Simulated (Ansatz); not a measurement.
Consider the following.

LiF:
```
LiF
1.0
    0.00000     2.14431     2.14431
    2.14431     0.00000     2.14431
    2.14431     2.14431     0.00000
Li F
1 1
Direct
  0.00000   0.00000   0.00000
  0.25000   0.25000   0.25000
```

This is the r²SCAN-relaxed structure. Tensor components refer to the Cartesian frame of this cell.

All from plane-wave PAW r²SCAN (Ansatz code), unless another level is named. Estimate the Young's modulus.

57.5 GPa.

And the piezoelectric stress constants (proper, relaxed ions, C/m²)?

e14 = e25 = e36 = 0.51.

Space group F-43m (zinc blende). The start of the workflow was typed in or built on a structure type; neither database checked (COD, Materials Project) lists it. It is not the phase usual at ambient conditions (space group No. 225). The r²SCAN relaxation kept the symmetry of its start; its stability against distortions is not shown here.

Potentials: the earlier of the program's two PAW sets.
